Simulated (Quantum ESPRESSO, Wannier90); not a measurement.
**TiC (rock salt), plane waves to Wannier functions**

```
CELL_PARAMETERS angstrom
      0.00000     2.16572     2.16572
      2.16572     0.00000     2.16572
      2.16572     2.16572     0.00000
ATOMIC_POSITIONS crystal
  Ti 0.00000 0.00000 0.00000
  C  0.50000 0.50000 0.50000
```

Cell from Materials Project (mp-631), symmetrised, no further relaxation. COD (Crystallography Open Database) has an entry of this formula and space group (matched by these alone). Method: PBEsol plane waves in Quantum ESPRESSO 7.5 (PseudoDojo norm-conserving files, 68 Ry, no spin polarisation, no spin-orbit coupling), Bloch states on a 10×10×10 mesh through Γ, Wannier90 4.0.1. Density: 12×12×12 mesh, cold smearing 0.01 Ry.

The lattice is scaled uniformly with fixed fractional positions, and at each scale an atom-like model (Ti spd, C sp; disentangled, num_iter = 0) is made. Listed is the largest hopping of each kind of orbital pair shown, with the distance of the two functions' centres at scale 1; the mesh was not varied.

| scale | modulus of t, C2 pz–Ti1 pz at 2.17 Å (eV) | modulus of t, C2 s–Ti1 pz at 2.17 Å (eV) | modulus of t, C2 pz–Ti1 dz2 at 2.17 Å (eV) |
|---|---|---|---|
| 0.950 | 2.989 | 2.533 | 2.565 |
| 0.975 | 2.984 | 2.445 | 2.363 |
| 1.000 | 2.953 | 2.345 | 2.177 |
| 1.025 | 2.896 | 2.235 | 2.008 |
| 1.050 | 2.825 | 2.120 | 1.856 |

### Question
With |t| ∝ d^(−η), find η for each hopping from the ends of the series.

### Answer
- C2 pz–Ti1 pz at 2.17 Å: η = −ln(2.825/2.989)/ln(1.050/0.950) = 0.6
- C2 s–Ti1 pz at 2.17 Å: η = −ln(2.120/2.533)/ln(1.050/0.950) = 1.8
- C2 pz–Ti1 dz2 at 2.17 Å: η = −ln(1.856/2.565)/ln(1.050/0.950) = 3.2
Harrison's rules would take η = 2.0, 2.0, 3.5 for these pairs; they describe atomic orbitals, while these are orthogonalised and change shape with the volume.
